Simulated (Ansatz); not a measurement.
## Axial (c/a) deformation path in Ge

All numbers below come from Ansatz 0.2.0, DFT PBEsol, scalar-relativistic, plane waves, PAW. The runs took a 420 eV cutoff, a Γ-centred 20×20×12 mesh and Gaussian smearing (0.15 eV). No spin polarisation. Energies are free energies at this smearing, counted from the undisturbed cell; pressure is positive in compression.

Reference structure (as given, not relaxed at this level; it stands at 0.4 GPa; this form isn't the usual structure):

```
Ge
1.0
     1.48805   -2.59469    0.00000
     1.48805    2.59469    0.00000
     0.00000    0.00000    4.72760
Ge
2
Direct
  0.66655 0.33345 0.25000
  0.33345 0.66655 0.75000
```

At fixed volume and fractional coordinates, lengths along (0.000, 0.000, 1.000) are scaled against those across it; ρ is that ratio over its starting value. The cell is metallic on the mesh throughout.

```tsv
ρ	ΔE (meV/atom)
0.850	47.3
0.920	23.9
1.000	0.0
1.100	-0.4
1.200	32.5
```

**Question.** Predict the pressure (GPa) at each point.

**Answer.**
| ρ | pressure (GPa) |
| --- | --- |
| 0.850 | 1.9 |
| 0.920 | 0.8 |
| 1.000 | 0.4 |
| 1.100 | 0.7 |
| 1.200 | 1.8 |